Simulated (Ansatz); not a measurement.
AlN:
```yaml
crystal:
  lattice:
    - [0.00000, 2.18475, 2.18475]
    - [2.18475, 0.00000, 2.18475]
    - [2.18475, 2.18475, 0.00000]
  atoms:
    - { symbol: Al, position: [0.00000, 0.00000, 0.00000] }
    - { symbol: N, position: [0.25000, 0.25000, 0.25000] }
```

Relaxed with r²SCAN. Special points in fractions of this cell's reciprocal vectors: Γ (0.000, 0.000, 0.000); X (0.500, 0.000, 0.500); U (0.625, 0.250, 0.625); K (0.375, 0.375, 0.750); L (0.500, 0.500, 0.500); W (0.500, 0.250, 0.750).

Question: List the band energies nearest the valence-band maximum at these points for DFT-r²SCAN in the program Ansatz with PAW potentials.

Answer: In eV from the valence-band maximum; about four levels below and three above (degenerate sets whole), none deeper than 8.9 eV; … stands for higher levels left out; points with the same levels are listed once.

| k | below | above |
|---|---|---|
| Γ | 0.00 0.00 0.00 | 4.84 … |
| X | -4.95 -1.81 -1.81 | 3.93 9.47 … |
| U | -4.28 -3.65 -1.40 | 5.82 11.00 … |
| L | -5.89 -0.49 -0.49 | 8.18 10.81 … |
| W | -3.78 -3.49 -2.68 | 6.71 12.34 … |

Space group F-43m (zinc blende). Symmetry was held in the r²SCAN relaxation; phonons on a q-mesh show no instability.

Potentials: the earlier of the program's two PAW sets.
